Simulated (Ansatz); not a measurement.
Relaxed-ion elastic tensor of Ni$_{3}$Sn (Cu3Au type, Pm-3m) in GPa (Voigt order), DFT-PBEsol in the program Ansatz with PAW potentials; density 9.84 g/cm³, 12.43 Å³ per atom.

```
280  145  145  0.0  0.0  0.0
145  280  145  0.0  0.0  0.0
145  145  280  0.0  0.0  0.0
0.0  0.0  0.0  109  0.0  0.0
0.0  0.0  0.0  0.0  109  0.0
0.0  0.0  0.0  0.0  0.0  109
```

Is the crystal mechanically stable?

Yes: the smallest eigenvalue of C is 109 GPa.

Work out the Voigt, Reuss and Hill averages.

K_V = 190, K_R = 190, K_H = 190; G_V = 92.5, G_R = 87.5, G_H = 90.0 GPa.

Give Young's modulus, Poisson's ratio, Pugh's ratio and the universal anisotropy index.

E = 9KG/(3K + G) = 233 GPa; ν = 0.30; K/G = 2.11 (ductile by the Pugh limit of 1.75); A_U = 5G_V/G_R + K_V/K_R − 6 = 0.29.

Estimate the sound speeds and the Debye temperature.

v_l = √((K + 4G/3)/ρ) = 5610 m/s, v_t = √(G/ρ) = 3020 m/s, mean 3370 m/s; Θ = (h/k)(3n/4πV)^(1/3) v_m = 434 K.

Give the Zener ratio and Young's modulus along [100], [110] and [111].

A = 2C44/(C11 − C12) = 1.62; 1/E = S11 − 2(S11 − S12 − S44/2)Γ with Γ = 0, 1/4, 1/3 gives 181, 243, 275 GPa.

Solve the Christoffel equation for the three sound speeds along [100], [110], [111].

Eigenvalues of C_ijkl n_j n_l equal ρv². In km/s, slowest first: [100] 3.33, 3.33, 5.33; [110] 2.61, 3.33, 5.72; [111] 2.87, 2.87, 5.84.

The workflow started from an entry of the Crystallography Open Database (COD), which files this formula under 3 space groups. Its standing as an ambient phase is unchecked. Symmetry was held in the PBEsol relaxation; its stability against distortions is not shown here. The workflow began spin-polarised and lost its moments. As this level gives no gap, shear constants depend on the k-mesh and smearing (Fermi–Dirac, 0.1 eV here). Spin–orbit coupling is left out wherever it is not named.

Potentials: the later of the program's two PAW sets.
